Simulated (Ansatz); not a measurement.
AgCl (rock salt)

```
AgCl
1.0
    0.00000     2.77252     2.77252
    2.77252     0.00000     2.77252
    2.77252     2.77252     0.00000
Cl Ag
1 1
Direct
  0.00000   0.00000   0.00000
  0.50000   0.50000   0.50000
```

The slice is a {100} plane (indices of the conventional cell) through the point (0.500, 0.500, 0.500) (fractional), spanned by u = [100] and v = [0 1 -1] in vectors of this cell: u (3.92 Å) and v (3.92 Å, at 90° to u). It covers one period; positions are fractions (u, v).

The numbers are results of r2SCAN (plane waves to 500 eV, PAW, scalar-relativistic; Ansatz, a first-principles code), not measurements. k mesh 10×10×10. Inside the PAW spheres the values are not all-electron values, and peaks at nuclei hang on which shells count as valence. AgCl was relaxed with its symmetry unable to fall.

Q: Predict the map of the electrostatic potential energy of an electron, from the cell's mean on the slice.

A: 
```tsv
v \ u	0.00	0.15	0.30	0.45	0.60	0.75	0.90
0.90	x	x	2.6	6.3	5.8	<-2.0	x
0.80	x	x	4.1	4.3	4.6	2.6	x
0.70	1.4	3.5	2.4	x	x	3.9	2.6
0.60	5.7	5.6	x	x	x	1.6	5.8
0.50	6.6	5.9	x	x	x	x	6.4
0.40	5.7	5.6	x	x	x	1.6	5.8
0.30	1.4	3.5	2.4	x	x	3.9	2.6
0.20	x	x	4.1	4.3	4.6	2.6	x
0.10	x	x	2.6	6.3	5.8	<-2.0	x
0.00	x	x	1.4	6.4	5.7	x	x
```

Values: electrostatic potential energy of an electron, from the cell's mean, in eV. Points within 1 Å of a nucleus are blanked (x), as the pseudised field means little there. Values under -2 eV are set to -2. The zero, the cell's mean, hangs on the PAW cores.
